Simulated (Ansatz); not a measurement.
A geometry of SnSe away from equilibrium: step 2 of the relaxation of a generated trial cell of SnSe. Level of theory: PBE (plane waves to 420 eV, PAW, scalar-relativistic; Ansatz, a first-principles code). Γ-centred k-mesh 4×5×3 on the run's cell (coarser than for final values), Fermi–Dirac smearing 0.05 eV. The plane waves were selected for a different cell earlier on the path.

```xyz
8
Lattice="7.0836 0.0000 0.0000 0.0000 4.4305 0.0000 0.0000 0.0000 7.5337" Properties=species:S:1:pos:R:3 pbc="T T T"
Se     0.0491     1.1076     5.9685
Se     7.0345     3.3229     1.5652
Se     3.4927     3.3229     2.2016
Se     3.5909     1.1076     5.3321
Sn     1.5367     1.1076     3.1201
Sn     5.5469     3.3229     4.4136
Sn     2.0051     3.3229     6.8869
Sn     5.0785     1.1076     0.6468
```

Problem. What forces act on the atoms (eV/Å)?

Solution. 
| atom | Fx | Fy | Fz |
|---|---|---|---|
| Se1 | 0.27 | 0.00 | -0.22 |
| Se2 | -0.27 | 0.00 | 0.22 |
| Se3 | -0.27 | 0.00 | -0.22 |
| Se4 | 0.27 | 0.00 | 0.22 |
| Sn5 | 0.43 | 0.00 | 0.00 |
| Sn6 | -0.43 | 0.00 | 0.00 |
| Sn7 | -0.43 | 0.00 | 0.00 |
| Sn8 | 0.43 | 0.00 | 0.00 |

The path ends in Pnma (No. 62). No spin polarisation in the result.

The run could not lose the symmetry of its start.

The first start was generated by placing the elements on the sites of a structure type. A measured structure of SnSe has the same space group, Pnma (No. 62); the sites were not compared with it.
